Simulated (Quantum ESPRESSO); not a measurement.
# Ir3In2TaMo2: finding a planted mistake in a log

Simulated, not a measurement. The program is pw.x of Quantum ESPRESSO 7.5 (plane-wave density functional theory). The cell is made up: eight metal atoms on a hexagonal close-packed lattice, with elements, volume, strain and displacements drawn at random and not relaxed, so it may be unstable or far from any real phase. PseudoDojo standard norm-conserving files set the functional (PBE unless stated); there is no spin polarisation or spin-orbit coupling, the Fermi-Dirac width of 0.25 eV means electrons at about 2900 K, and the masses in the input are unused placeholders. Heavy elements are run without spin-orbit coupling, which real alloys of them have. A spin test at this wide smearing found no moment, but such smearing suppresses magnetism that the real alloy may have.

Intended input:

```
&control calculation='scf', pseudo_dir='./dojo.nc.sr.pbe.v0_5.standard.upf', outdir='./o', disk_io='minimal', tprnfor=.true., tstress=.true. /
&system ibrav=0, nat=8, ntyp=4, nbnd=75, ecutwfc=79.96652505, nosym=.true., tot_charge=0,
 occupations='smearing', smearing='fd', degauss=0.0183746611
/
&electrons conv_thr=1.470e-08, electron_maxstep=70, mixing_beta=0.5 /
ATOMIC_SPECIES
In 1.0 In.upf
Ir 1.0 Ir.upf
Mo 1.0 Mo.upf
Ta 1.0 Ta.upf
CELL_PARAMETERS angstrom
-0.0214 4.977 0.096
2.7926 0.0788 4.7515
2.8755 -0.1036 -4.8019
ATOMIC_POSITIONS angstrom
Ir -0.1974 0.0743 -0.0532
Ir 3.023 -0.0581 0.081
Ir 2.9419 1.525 -2.2971
In 2.7943 1.7613 2.4372
Ta 1.4035 2.3763 0.0821
Mo 4.2358 2.5558 -0.0346
In 1.5383 4.1452 -2.3802
Mo 1.6505 4.1864 2.4415
K_POINTS automatic
5 5 5 1 1 1
```

The log is shortened where brackets say so; the opening notice, blank lines, dates and the lines on written files are dropped, and the path of the files is cut. It prints rydbergs, bohrs and kilobars, and counts compression as positive stress. Its total energy is the free energy E - TS of the whole cell.

Log of the intended run:

```
     Program PWSCF v.7.5
     Parallel version (MPI & OpenMP), running on       4 processor cores
     Number of MPI processes:                 4
     Threads/MPI process:                     1
     [start-up lines left out]
     bravais-lattice index     =            0
     lattice parameter (alat)  =       9.4070  a.u.
     unit-cell volume          =     908.9263 (a.u.)^3
     number of atoms/cell      =            8
     number of atomic types    =            4
     number of electrons       =       118.00
     number of Kohn-Sham states=           75
     kinetic-energy cutoff     =      79.9665  Ry
     charge density cutoff     =     319.8661  Ry
     scf convergence threshold =      1.5E-08
     mixing beta               =       0.5000
     number of iterations used =            8  plain     mixing
     Exchange-correlation= PBE
                           (   1   4   3   4   0   0   0)
     [axes and pseudopotential details left out]
   Cartesian axes
     site n.     atom                  positions (alat units)
         1        Ir     tau(   1) = (  -0.0396547   0.0149258  -0.0106871  )
         2        Ir     tau(   2) = (   0.6072754  -0.0116714   0.0162717  )
         3        Ir     tau(   3) = (   0.5909837   0.3063497  -0.4614530  )
         4        In     tau(   4) = (   0.5613330   0.3538188   0.4895970  )
         5        Ta     tau(   5) = (   0.2819421   0.4773631   0.0164927  )
         6        Mo     tau(   6) = (   0.8509088   0.5134220  -0.0069506  )
         7        In     tau(   7) = (   0.3090214   0.8327086  -0.4781465  )
         8        Mo     tau(   8) = (   0.3315607   0.8409851   0.4904608  )
     number of k points=    63  Fermi-Dirac smearing, width (Ry)=  0.0184
                       cart. coord. in units 2pi/alat
        k(    1) = (   0.1760861   0.1007843  -0.0003962), wk =   0.0320000
        k(    2) = (   0.3508332   0.1035176  -0.1031457), wk =   0.0320000
     [further k points left out]
     Dense  grid:    87865 G-vectors     FFT dimensions: (  54,  60,  64)
     Estimated max dynamical RAM per process >     371.13 MB
     Estimated total dynamical RAM >       1.39 GB
     Initial potential from superposition of free atoms
     starting charge     117.9880, renormalised to     118.0000
     Starting wfcs are   78 randomized atomic wfcs
     total cpu time spent up to now is        5.7 secs
     per-process dynamical memory:   302.2 Mb
     Self-consistent Calculation
     iteration #  1     ecut=    79.97 Ry     beta= 0.50
     Davidson diagonalization with overlap
     ethr =  1.00E-02,  avg # of iterations =  4.1
     total cpu time spent up to now is       20.6 secs
     total energy              =   -1367.13828564 Ry
     estimated scf accuracy    <       1.70042092 Ry
     iteration #  2     ecut=    79.97 Ry     beta= 0.50
     Davidson diagonalization with overlap
     ethr =  1.44E-03,  avg # of iterations =  2.9
     total cpu time spent up to now is       35.4 secs
     total energy              =   -1366.06369721 Ry
     estimated scf accuracy    <      21.73210005 Ry
     [iterations 3 to 13 left out]
     iteration # 14     ecut=    79.97 Ry     beta= 0.50
     Davidson diagonalization with overlap
     ethr =  4.90E-10,  avg # of iterations =  1.8
     total cpu time spent up to now is      195.6 secs
     total energy              =   -1368.02242091 Ry
     estimated scf accuracy    <       0.00000014 Ry
     iteration # 15     ecut=    79.97 Ry     beta= 0.50
     Davidson diagonalization with overlap
     ethr =  1.14E-10,  avg # of iterations =  1.1
     total cpu time spent up to now is      207.1 secs
     End of self-consistent calculation
     [lines on levels left out]
!    total energy              =   -1368.02242092 Ry
     estimated scf accuracy    <          6.1E-09 Ry
     smearing contrib. (-TS)   =      -0.10224141 Ry
     internal energy E=F+TS    =   -1367.92017951 Ry
     The total energy is F=E-TS. E is the sum of the following terms:
     one-electron contribution =    -258.73710249 Ry
     hartree contribution      =     209.83922878 Ry
     xc contribution           =    -282.35553467 Ry
     ewald contribution        =   -1036.66677113 Ry
     convergence has been achieved in  15 iterations
     Forces acting on atoms (cartesian axes, Ry/au):
     atom    1 type  2   force =     0.14758088   -0.00199123    0.01009877
     atom    2 type  2   force =    -0.13478489    0.01925138   -0.04414086
     atom    3 type  2   force =    -0.00934456    0.03887535   -0.01014754
     atom    4 type  1   force =     0.03586125   -0.04087576   -0.00481589
     atom    5 type  4   force =    -0.00851308    0.02384899    0.00305070
     atom    6 type  3   force =    -0.00088972   -0.03888366   -0.01363340
     atom    7 type  1   force =     0.08583369   -0.01023403    0.06292299
     atom    8 type  3   force =    -0.11574356    0.01000895   -0.00333476
     Total force =     0.272658     Total SCF correction =     0.000181
     Computing stress (Cartesian axis) and pressure
          total   stress  (Ry/bohr**3)                   (kbar)     P=       34.52
   0.00060373   0.00020249   0.00017144           88.81       29.79       25.22
   0.00020249   0.00023118  -0.00006776           29.79       34.01       -9.97
   0.00017144  -0.00006776  -0.00013090           25.22       -9.97      -19.26
     init_run     :      5.35s CPU      5.55s WALL (       1 calls)
     electrons    :    196.61s CPU    201.40s WALL (       1 calls)
     forces       :      2.41s CPU      2.43s WALL (       1 calls)
     stress       :      8.14s CPU      8.34s WALL (       1 calls)
     [timing details left out]
     PWSCF        :   3m32.65s CPU   3m37.93s WALL
     JOB DONE.
```

A second run was made from an input with one planted mistake. Its log:

```
     Program PWSCF v.7.5
     Parallel version (MPI & OpenMP), running on       4 processor cores
     Number of MPI processes:                 4
     Threads/MPI process:                     1
     [start-up lines left out]
     bravais-lattice index     =            0
     lattice parameter (alat)  =       9.4070  a.u.
     unit-cell volume          =     908.9263 (a.u.)^3
     number of atoms/cell      =            8
     number of atomic types    =            4
     number of electrons       =       118.00
     number of Kohn-Sham states=           75
     kinetic-energy cutoff     =      79.9665  Ry
     charge density cutoff     =     319.8661  Ry
     scf convergence threshold =      1.5E-08
     mixing beta               =       0.5000
     number of iterations used =            8  plain     mixing
     Exchange-correlation= PBE
                           (   1   4   3   4   0   0   0)
     [axes and pseudopotential details left out]
   Cartesian axes
     site n.     atom                  positions (alat units)
         1        Ir     tau(   1) = (  -0.0396547   0.0149258  -0.0106871  )
         2        Ir     tau(   2) = (   0.6072754  -0.0116714   0.0162717  )
         3        Ta     tau(   3) = (   0.5909837   0.3063497  -0.4614530  )
         4        In     tau(   4) = (   0.5613330   0.3538188   0.4895970  )
         5        Ir     tau(   5) = (   0.2819421   0.4773631   0.0164927  )
         6        Mo     tau(   6) = (   0.8509088   0.5134220  -0.0069506  )
         7        In     tau(   7) = (   0.3090214   0.8327086  -0.4781465  )
         8        Mo     tau(   8) = (   0.3315607   0.8409851   0.4904608  )
     number of k points=    63  Fermi-Dirac smearing, width (Ry)=  0.0184
                       cart. coord. in units 2pi/alat
        k(    1) = (   0.1760861   0.1007843  -0.0003962), wk =   0.0320000
        k(    2) = (   0.3508332   0.1035176  -0.1031457), wk =   0.0320000
     [further k points left out]
     Dense  grid:    87865 G-vectors     FFT dimensions: (  54,  60,  64)
     Estimated max dynamical RAM per process >     371.13 MB
     Estimated total dynamical RAM >       1.39 GB
     Initial potential from superposition of free atoms
     starting charge     117.9880, renormalised to     118.0000
     Starting wfcs are   78 randomized atomic wfcs
     total cpu time spent up to now is        6.1 secs
     per-process dynamical memory:   302.2 Mb
     Self-consistent Calculation
     iteration #  1     ecut=    79.97 Ry     beta= 0.50
     Davidson diagonalization with overlap
     ethr =  1.00E-02,  avg # of iterations =  4.5
     total cpu time spent up to now is       21.2 secs
     total energy              =   -1367.05588269 Ry
     estimated scf accuracy    <       1.66061181 Ry
     iteration #  2     ecut=    79.97 Ry     beta= 0.50
     Davidson diagonalization with overlap
     ethr =  1.41E-03,  avg # of iterations =  2.9
     total cpu time spent up to now is       35.8 secs
     total energy              =   -1366.11349064 Ry
     estimated scf accuracy    <      21.86252642 Ry
     [iterations 3 to 13 left out]
     iteration # 14     ecut=    79.97 Ry     beta= 0.50
     Davidson diagonalization with overlap
     ethr =  9.32E-10,  avg # of iterations =  2.0
     total cpu time spent up to now is      193.6 secs
     total energy              =   -1367.94489866 Ry
     estimated scf accuracy    <       0.00000006 Ry
     iteration # 15     ecut=    79.97 Ry     beta= 0.50
     Davidson diagonalization with overlap
     ethr =  4.71E-11,  avg # of iterations =  2.0
     total cpu time spent up to now is      206.9 secs
     End of self-consistent calculation
     [lines on levels left out]
!    total energy              =   -1367.94489866 Ry
     estimated scf accuracy    <          6.6E-09 Ry
     smearing contrib. (-TS)   =      -0.12038925 Ry
     internal energy E=F+TS    =   -1367.82450941 Ry
     The total energy is F=E-TS. E is the sum of the following terms:
     one-electron contribution =    -258.19129933 Ry
     hartree contribution      =     209.63687688 Ry
     xc contribution           =    -282.36670025 Ry
     ewald contribution        =   -1036.90338672 Ry
     convergence has been achieved in  15 iterations
     Forces acting on atoms (cartesian axes, Ry/au):
     atom    1 type  2   force =     0.12417741    0.00513207    0.01380993
     atom    2 type  2   force =    -0.11569509    0.01484831   -0.06259375
     atom    3 type  4   force =     0.01058762    0.03579268    0.00343733
     atom    4 type  1   force =     0.04929286   -0.02157473   -0.01081769
     atom    5 type  2   force =     0.00119571    0.02593476    0.00897918
     atom    6 type  3   force =    -0.00232019   -0.02775908   -0.00934079
     atom    7 type  1   force =     0.06219946   -0.04885652    0.07276789
     atom    8 type  3   force =    -0.12943777    0.01648251   -0.01624211
     Total force =     0.260838     Total SCF correction =     0.000487
     Computing stress (Cartesian axis) and pressure
          total   stress  (Ry/bohr**3)                   (kbar)     P=       49.09
   0.00091034   0.00016216   0.00003655          133.92       23.86        5.38
   0.00016216   0.00048196  -0.00005057           23.86       70.90       -7.44
   0.00003655  -0.00005057  -0.00039109            5.38       -7.44      -57.53
     init_run     :      5.45s CPU      5.66s WALL (       1 calls)
     electrons    :    196.09s CPU    200.87s WALL (       1 calls)
     forces       :      2.48s CPU      2.50s WALL (       1 calls)
     stress       :      8.36s CPU      8.55s WALL (       1 calls)
     [timing details left out]
     PWSCF        :   3m32.81s CPU   3m38.09s WALL
     JOB DONE.
```

Question: the log repeats what the program read. Compare it with the intended run: what was wrong in the second input?

Answer: two atoms have their elements exchanged. The input lines that differ:

```
- Ir 2.9419 1.525 -2.2971
+ Ta 2.9419 1.525 -2.2971
- Ta 1.4035 2.3763 0.0821
+ Ir 1.4035 2.3763 0.0821
```

|  | intended run | run with the mistake |
| --- | --- | --- |
| free energy (eV) | -18612.893 | -18611.839 |
| entropy term -TS, part of it (eV) | -1.391 | -1.638 |
| pressure (GPa) | 3.45 | 4.91 |
| size of the largest force component (eV/Å) | 3.794 | 3.328 |
| largest change of a force component (eV/Å) |  | 0.993 |
| iterations | 15 | 15 |

For scale, a rerun of the intended cell at a higher cutoff and on a denser mesh moved values by no more than 0.002 eV in energy, 0.03 GPa in stress and 0.011 eV/Å in force, and a second program with other atomic files agreed on that cell to 2 % rms in force and 0.5 GPa in pressure.